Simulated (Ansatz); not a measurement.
**Zn₃GaNO₃: computed property card**

Zn$_{3}$GaNO$_{3}$:
```cif
data_GaNO3Zn3
_chemical_formula_sum 'Ga1 N1 Zn3 O3'
_space_group_name_H-M_alt 'P3m1'
_space_group_IT_number 156
_space_group_name_Hall 'P 3 -2"'
_cell_length_a 3.25343
_cell_length_b 3.25343
_cell_length_c 10.36913
_cell_angle_alpha 90.000
_cell_angle_beta 90.000
_cell_angle_gamma 120.000
loop_
_atom_site_label
_atom_site_type_symbol
_atom_site_symmetry_multiplicity
_atom_site_Wyckoff_symbol
_atom_site_fract_x
_atom_site_fract_y
_atom_site_fract_z
_atom_site_occupancy
Ga1 Ga 1 b 0.33333 0.66667 0.01271 1
N1 N 1 b 0.33333 0.66667 0.18875 1
Zn1 Zn 1 c 0.66667 0.33333 0.24585 1
O1 O 1 c 0.66667 0.33333 0.44452 1
Zn2 Zn 1 b 0.33333 0.66667 0.49177 1
O2 O 1 b 0.33333 0.66667 0.69114 1
Zn3 Zn 1 c 0.66667 0.33333 0.73657 1
O3 O 1 c 0.66667 0.33333 0.93839 1
```

Space group P3m1 (No. 156); conventional cell a = b = 3.253 Å, c = 10.369 Å, α = β = 90.00°, γ = 120.00°.

Method: DFT-PBEsol in the program Ansatz with PAW potentials. The cell and atoms are relaxed at this level. Other levels are named where they apply.

Cell and energy:

```json
{
 "volume_per_atom": "11.88 Å³",
 "density": "5.73 g/cm³",
 "Formation energy from the elements (no fitted shifts)": "-1077 meV/atom"
}
```

Electronic structure:

```json
{
  "electronic_character": "metallic (no gap)",
  "Density of states at the Fermi level": "0.14 states/eV per atom (mean over ±0.08 eV)",
  "Gap with spin–orbit coupling": "none (metallic)"
}
```

Mechanics:

```json
{
  "Bulk modulus (Birch–Murnaghan fit)": "139 GPa",
  "Pressure derivative B′": "4.2"
}
```

Phonons:

```json
{
  "highest_zone_centre_frequency": "701 cm⁻¹",
  "zone_centre_stability": "no imaginary mode at Γ"
}
```

The start of the workflow was typed in or built on a structure type; neither database checked (COD, Materials Project) lists it. Whether it is the stable phase at ambient conditions was not checked. The cell was relaxed with PBEsol under the symmetry of its start. As this level gives no gap, phonon frequencies hold no LO–TO term and depend on the k-mesh and smearing (Fermi–Dirac, 0.1 eV here). The references are the lowest solids computed at this level, not always the standard phases (solids in place of the gases). Scalar-relativistic: spin–orbit coupling is off unless named, which matters more the heavier the elements.

Potentials: the earlier of the program's two PAW sets. The files were generated under PBE; for other functionals the program regenerates the frozen cores, and for LDA and PBEsol the local potential too.
